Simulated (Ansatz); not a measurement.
A scan (energy over volume and axial ratio; atoms clamped) gave these values. Method: PBE (plane waves to 420 eV, PAW, scalar-relativistic; Ansatz, a first-principles code).

| Quantity | Value |
|---|---|
| Shear modulus C′ = (C11 − C12)/2 (fit, atoms clamped) | 21 GPa |

Question: Of these crystals, all scanned alike, which one is it?
(A) InP (zinc blende)
(B) HfN (rock salt)
(C) Cu₂O (cuprite type, space group Pn-3m)
(D) CdO (rock salt)

Answer: A, InP (zinc blende). The others have, for the shear modulus C′ = (C11 − C12)/2: HfN 221 GPa, CdO 40 GPa, Cu2O 10 GPa

All were relaxed with their symmetry unable to fall. Cu2O is run without spin polarisation. HfN is run without spin polarisation. Spin-orbit coupling is left out. The PAW data are Ansatz's earlier set.

(A scan under strain: stresses follow from slopes of the energy per volume, elastic moduli from its curvatures.)
